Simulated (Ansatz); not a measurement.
An elastic constant from a strain scan in Sr

The calculation used DFT PBEsol, scalar-relativistic, plane waves, PAW in Ansatz 0.2.0. Cutoff 420 eV, Γ-centred 12×12×8 k-points, Gaussian smearing of 0.15 eV. No spin polarisation. Energies are free energies at this smearing, counted from the undisturbed cell; pressure is positive in compression.

Reference structure (as given, not relaxed at this level; it stands at -0.9 GPa; this form isn't the usual structure):

```
Sr
1.0
     4.31000    0.00000    0.00000
    -2.15500    3.73257    0.00000
     0.00000    0.00000    7.05000
Sr
2
Cartesian
  0.0000 2.4884 1.7625
  2.1550 1.2442 5.2875
```

The cell is strained by ε times the Voigt pattern (1, 1, 0, 0, 0, 0) (xx, yy, zz, yz, xz, xy; engineering shear) with fractional coordinates fixed. The cell holds 2 atoms in V0 = 113.42 Å³. The stress column is τ = (1/V0) dE/dε, got from the stress tensor σ (compression positive) at each point as −det(1 + εP) σ : P(1 + εP)⁻¹, with P the pattern as a tensor.

| ε | ΔE (meV/atom) | τ (GPa) |
| --- | --- | --- |
| -0.0600 | 0.890 | -2.092 |
| -0.0450 | -7.211 | -0.979 |
| -0.0300 | -9.701 | 0.024 |
| -0.0150 | -7.127 | 0.929 |
| 0.0000 | 0.000 | 1.741 |
| 0.0150 | 11.198 | 2.464 |
| 0.0300 | 26.022 | 3.108 |
| 0.0450 | 44.073 | 3.681 |
| 0.0525 | 54.199 | 3.945 |
| 0.0600 | ? | ? |

Q: Which combination of elastic constants does this scan measure, and how large is it?

A: For small ε, τ = τ0 + Kε with K = pᵀCp, which for this pattern is C11 + C22 + 2 C12 in the Cartesian frame shown. The parabola through τ at ε = -0.0150, 0 and 0.0150 has slope K = 51 GPa at zero. The energies per cell, E = NΔE, of the same two points give K = 2[E(ε₊)/ε₊ − E(ε₋)/ε₋]/[(ε₊ − ε₋)V0] = 51 GPa, in agreement.

Q: Predict the withheld row at ε = 0.0600 from the harmonic law, and compare.

A: ΔE = V0(τ0 ε + Kε²/2)/N = 69.554 meV/atom and τ = 4.81 GPa. The calculation gives 65.003 meV/atom and 4.19 GPa: the energy lies 7 % below the harmonic value, as bonds soften when stretched.

In a metal these slopes depend on the k mesh and the smearing.